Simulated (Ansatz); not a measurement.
**VN₂ (I4/mcm), two-dimensional strain map**

Computed with Ansatz 0.2.0, DFT PBE, scalar-relativistic, plane waves, PAW. Cutoff 420 eV, Γ-centred 16×16×16 k-points, Gaussian smearing of 0.15 eV. No spin polarisation. Energies are free energies at this smearing, counted from the undisturbed cell; pressure is positive in compression.

The starting cell (relaxed at this level; with this scan's settings it stands at 0.1 GPa):

```xyz
6
Lattice="-2.1533 2.1533 2.4842 2.1533 -2.1533 2.4842 2.1533 2.1533 -2.4842" Properties=species:S:1:pos:R:3 pbc="T T T"
V     0.0000    0.0000    1.2421
V     0.0000    0.0000    3.7264
N     2.6425    0.4891    0.0000
N     1.6642    0.4891    2.4842
N    -0.4891    1.6642    2.4842
N     0.4891    1.6642    0.0000
```

The cell is strained by p along both x and y and by q along z, fractional coordinates fixed. Points are written (p, q).

Energy above the undisturbed cell in meV/atom (a dash: not computed):

| p \ q | -0.050 | -0.025 | 0.000 | 0.025 | 0.050 |
| --- | --- | --- | --- | --- | --- |
| -0.050 | 210.3 | ? | 119.5 | 104.8 | ? |
| -0.025 | 90.5 | 48.3 | 28.1 | ? | 38.4 |
| 0.000 | 42.2 | 9.9 | 0.0 | ? | 29.6 |
| 0.025 | 55.3 | 28.9 | 25.6 | 40.6 | 69.8 |
| 0.050 | 119.7 | 97.1 | 97.3 | 116.3 | 150.2 |

(1) Fill in the withheld energies.

Results:

(1) (-0.050, -0.025): 153.8; (-0.050, 0.050): 107.9; (-0.025, 0.025): 25.5; (0.000, 0.025): 7.8.